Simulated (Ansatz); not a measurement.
AlN (wurtzite)

```
AlN
1.0
    6.21340     0.00000     0.00000
   -1.55335     2.69048     0.00000
    0.00000     0.00000     4.97846
Al N
4 4
Direct
  0.16667   0.66667   0.99659
  0.66667   0.66667   0.99659
  0.33333   0.33333   0.49659
  0.83333   0.33333   0.49659
  0.16667   0.66667   0.37821
  0.66667   0.66667   0.37821
  0.33333   0.33333   0.87821
  0.83333   0.33333   0.87821
```

A phonon eigenvector at M = (0.5, 0.0, 0.0) is frozen into this cell: atom i moves by Q times the vector below, so Q is the largest atomic displacement, in Å. The cell is held. (q is in reciprocal vectors of the primitive cell; the cell shown is doubled to hold the pattern.)

| atom | x | y | z |
|---|---|---|---|
| Al1 | -0.212 | -0.122 | -0.150 |
| Al2 | 0.212 | 0.122 | 0.150 |
| Al3 | 0.212 | 0.122 | -0.150 |
| Al4 | -0.212 | -0.122 | 0.150 |
| N5 | 0.859 | 0.496 | 0.123 |
| N6 | -0.859 | -0.496 | -0.123 |
| N7 | -0.859 | -0.496 | 0.123 |
| N8 | 0.859 | 0.496 | -0.123 |

Level of theory: r2SCAN (plane waves to 500 eV, PAW, scalar-relativistic; Ansatz, an electronic-structure program). k mesh 6×12×7 (Γ-centred), Fermi-Dirac smearing 0.05 eV. E stands for the smeared free energy. AlN was relaxed with its symmetry unable to fall. ΔE is measured from the undisplaced structure.

```csv
Q (Å),ΔE (meV/cell)
-0.180,2203
-0.150,1512
-0.120,959
-0.090,withheld
-0.060,237
-0.030,59
0.000,0
0.030,59
0.060,237
0.090,withheld
0.120,959
0.150,1512
0.180,2203
```

Problem. Fit an even polynomial form (powers 2, 4) to the given rows and predict ΔE at Q = -0.090.

Solution. Least squares on the 11 given rows: ΔE = (65460)·Q² + (78070)·Q⁴, in meV/cell with Q in Å; root-mean-square residual 0.2 meV/cell. At -0.090 the fit gives 535 meV/cell; the calculation gives 535 meV/cell, the same to the digits shown. The quadratic term alone would give 530 meV/cell.

(For displaced atoms, the force is minus the slope of the energy, and its curvature is a force constant, which sets phonon frequencies.)
